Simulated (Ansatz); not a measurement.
A geometry of Si2W away from equilibrium: the start of the relaxation of a generated cell, Si2W placed in the CrSi2 structure type. Computed with r2SCAN (plane waves to 500 eV, PAW, scalar-relativistic; Ansatz, a quantum-chemistry and plane-wave program). Γ-centred k-mesh 6×6×4 on the run's cell (coarser than for final values), Fermi–Dirac smearing 0.05 eV.

```xyz
9
Lattice="4.6607 0.0000 0.0000 -2.3303 4.0363 0.0000 0.0000 0.0000 6.7033" Properties=species:S:1:pos:R:3 pbc="T T T"
W      2.3303     0.0000     0.0000
W      1.1652     2.0181     2.2344
W     -1.1652     2.0181     4.4689
Si     0.0000     1.3367     0.0000
Si     3.5030     0.6684     2.2344
Si     1.1727     3.3679     4.4689
Si     2.3303     2.6995     0.0000
Si    -1.1727     3.3679     2.2344
Si     1.1576     0.6684     4.4689
```

### Question
Which atoms carry the largest force, and which way does it point?

### Answer
0.22 eV/Å, on Si4, Si5, Si6, Si7, Si8, Si9 (atoms numbered as listed); on Si8 its components are (-0.19, 0.11, 0.00).

### Question
What is the pressure?

### Answer
-10.4 GPa, compression positive.

### Question
How much energy per atom can still be gained by relaxing?

### Answer
0.02 eV/atom; the path ends in P6₂22 (No. 180) (AFLOW prototype AB2_hP9_180_d_j (C40, as in CrSi2)).

No spin polarisation in the result.

The run could not lose the symmetry of its start; a randomly shaken copy of 9 atoms returns to this structure.

The first start was generated by placing the elements on the sites of a structure type. Materials Project lists a structure of Si2W in the same space group, P6₂22 (No. 180); the sites were not compared with it, nor with measured phases. Known forms of Si2W include space group No. 139.
